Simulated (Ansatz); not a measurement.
**Ti₂Ag: strain energy, fitted**

Ti₂Ag, I4/mmm, a = 2.897 Å, c = 11.866 Å. The structure is a Materials Project entry; whether it is the stable form wasn't checked. Ansatz: PBEsol, PAW, 420 eV, Γ-centred 12×12×4 mesh on 6 atoms, Gaussian smearing 0.10 eV; no spin polarisation. Series: biaxial strain in the a-b plane, c and atoms relaxed; x is the strain in per cent. y is the free energy over the unstrained cell, V0 = 16.593 Å³/atom.

| x (%) | y (meV/atom) |
| --- | --- |
| -3.0 | 9.39 |
| -1.5 | ? |
| 0.0 | 0.00 |
| 1.5 | 2.12 |
| 3.0 | 7.19 |

**Question.** Fit y = c2 x² + c3 x³ to the other rows, turn c2 into a modulus, and predict the missing energy.

**Answer.** Least squares on the rows shown. y = 0.9236 x² − 0.04033 x³. In eV per unit strain² c2 is 9.236; M is the biaxial modulus (E = M V0 ε²): 9.236 × 160.2 / (16.593) = 89 GPa. At x = -1.5 the fit asked for gives 2.21 meV/atom. The run gave 2.07 meV/atom, so the fit is 0.14 meV/atom too high, within twice the rms miss on the fitted rows (0.10 meV/atom).